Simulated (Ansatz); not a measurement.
Here is the system:

LiBr (rock salt, Fm-3m), a = 5.411 Å, b = 5.411 Å, c = 5.411 Å, α = 90.00°, β = 90.00°, γ = 90.00°; the cell used has 2 atoms.

This is the PBEsol-relaxed structure.

### Question
All from plane-wave PAW PBEsol (Ansatz code), unless another level is named. Predict the gap with spin–orbit coupling.

### Answer
4.81 eV.

### Question
What about the electron effective mass?

### Answer
0.34 mₑ (isotropic).

### Question
Next, the hole effective mass with spin–orbit coupling, band 2 of 2 at the edge?

### Answer
0.57 along [100], 0.46 along [110], 0.44 along [111] (mₑ).

The PBEsol relaxation kept the symmetry of its start. Scalar-relativistic: spin–orbit coupling is off unless named, which matters more the heavier the elements.

Potentials: the later of the program's two PAW sets.
